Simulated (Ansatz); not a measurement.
TeO₂:
```yaml
crystal:
  lattice:
    - [4.84474, 0.00000, 0.00000]
    - [0.00000, 4.84474, 0.00000]
    - [0.00000, 0.00000, 7.70328]
  atoms:
    - { symbol: Te, position: [0.97008, 0.97008, 0.50000] }
    - { symbol: Te, position: [0.52992, 0.47008, 0.75000] }
    - { symbol: Te, position: [0.02992, 0.02992, 0.00000] }
    - { symbol: Te, position: [0.47008, 0.52992, 0.25000] }
    - { symbol: O, position: [0.73800, 0.86113, 0.31598] }
    - { symbol: O, position: [0.63887, 0.23800, 0.56598] }
    - { symbol: O, position: [0.26200, 0.13887, 0.81598] }
    - { symbol: O, position: [0.36113, 0.76200, 0.06598] }
    - { symbol: O, position: [0.23800, 0.63887, 0.43402] }
    - { symbol: O, position: [0.13887, 0.26200, 0.18402] }
    - { symbol: O, position: [0.76200, 0.36113, 0.93402] }
    - { symbol: O, position: [0.86113, 0.73800, 0.68402] }
```

Relaxed with r²SCAN.

Q: Map the electron localisation function on the plane through (0.530, 0.470, 0.750) spanned by u = [1, 1, 0] and v = [1, 0, 1] in lattice vectors, from plane-wave PAW r²SCAN (Ansatz code).

A: x is the fraction of u, y of v (the angle between them is 68°; rows are the nearest grid lines); atoms in the plane: Te at (0.00, 0.00), O at (0.67, 0.07).
```
y \ x   0.000  0.0882  0.176  0.265  0.353  0.441  0.559  0.647  0.735  0.824  0.912   1.00
------  -----  ------  -----  -----  -----  -----  -----  -----  -----  -----  -----  -----
1.00    0.935   0.225  0.351  0.815  0.862  0.313  0.313  0.862  0.815  0.351  0.225  0.935
0.925   0.384   0.399  0.296  0.799  0.795  0.639  0.163  0.084  0.267  0.101  0.382  0.384
0.850   0.235   0.373  0.186  0.236  0.567  0.370  0.396  0.635  0.412  0.017  0.047  0.235
0.775   0.378   0.358  0.095  0.014  0.057  0.189  0.224  0.443  0.766  0.138  0.068  0.378
0.700   0.795   0.803  0.744  0.092  0.150  0.385  0.233  0.398  0.633  0.185  0.113  0.795
0.625   0.532   0.782  0.772  0.360  0.139  0.769  0.590  0.135  0.124  0.033  0.022  0.532
0.550   0.033   0.288  0.485  0.289  0.083  0.481  0.756  0.250  0.018  0.060  0.203  0.033
0.450   0.305   0.045  0.068  0.307  0.446  0.143  0.023  0.020  0.023  0.024  0.118  0.305
0.375   0.021   0.017  0.042  0.494  0.778  0.735  0.061  0.007  0.023  0.035  0.025  0.021
0.300   0.501   0.037  0.029  0.160  0.505  0.638  0.117  0.010  0.061  0.504  0.705  0.501
0.225   0.862   0.610  0.025  0.474  0.379  0.242  0.123  0.083  0.028  0.649  0.849  0.862
0.150   0.719   0.556  0.033  0.109  0.569  0.315  0.642  0.788  0.459  0.123  0.601  0.719
0.0750  0.252   0.230  0.088  0.373  0.106  0.106  0.731  0.303  0.800  0.310  0.281  0.252
0.000   0.935   0.225  0.351  0.815  0.862  0.313  0.313  0.862  0.815  0.351  0.225  0.935
```

The density is the valence pseudo-density with augmentation charge, so density and ELF within about 1 Å of a nucleus are not all-electron values.

Space group P4_12_12. The first step of the workflow began from a Materials Project structure, measured or hypothetical; the Crystallography Open Database files this formula in space group No. 92, but the cells were not matched. Its standing as an ambient phase is unchecked. The r²SCAN relaxation kept the symmetry of its start; whether a distortion lowers the energy is not shown. Scalar-relativistic: spin–orbit coupling is off unless named, which matters more the heavier the elements.

Potentials: the later of the program's two PAW sets.
